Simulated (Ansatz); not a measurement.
Al:
Space group P6₃/mmc (No. 194); a = b = 2.830 Å, c = 9.218 Å, α = β = 90.00°, γ = 120.00°

| atom | site | symmetry | x | y | z |
|---|---|---|---|---|---|
| Al | 2a | -3m. | 0.0000 | 0.0000 | 0.0000 |
| Al | 2c | -6m2 | 0.3333 | 0.6667 | 0.2500 |

Relaxed with r²SCAN.

### Question
Tabulate the valence density and the electron localisation function along the shortest Al–Al contact (2.82 Å), r²SCAN (plane waves, PAW; program Ansatz).

### Answer


```csv
distance from Al (Å),density (e/Å³),ELF
0.28,0.07,0.07
0.42,0.08,0.02
0.56,0.12,0.07
0.71,0.16,0.26
0.85,0.20,0.48
0.99,0.22,0.60
1.13,0.22,0.63
1.27,0.21,0.62
1.41,0.21,0.62
1.55,0.21,0.62
1.69,0.22,0.62
1.84,0.22,0.59
1.98,0.20,0.48
2.12,0.16,0.26
2.26,0.12,0.07
2.40,0.08,0.02
2.54,0.06,0.07
```

The density is the valence pseudo-density with augmentation charge, so density and ELF within about 1 Å of a nucleus are not all-electron values.

Space group P6_3/mmc (dhcp (α-La type)). The workflow started from a Materials Project entry (that database holds measured and hypothetical structures alike); the Crystallography Open Database copy checked does not list it. It is not the phase usual at ambient conditions (space group No. 225). The cell was relaxed with r²SCAN under the symmetry of its start; of distortions, only those at the zone centre were tested. Axis ratios of metals converge slowly with the k-mesh, so a and c are less sure than the volume.

Potentials: the later of the program's two PAW sets.
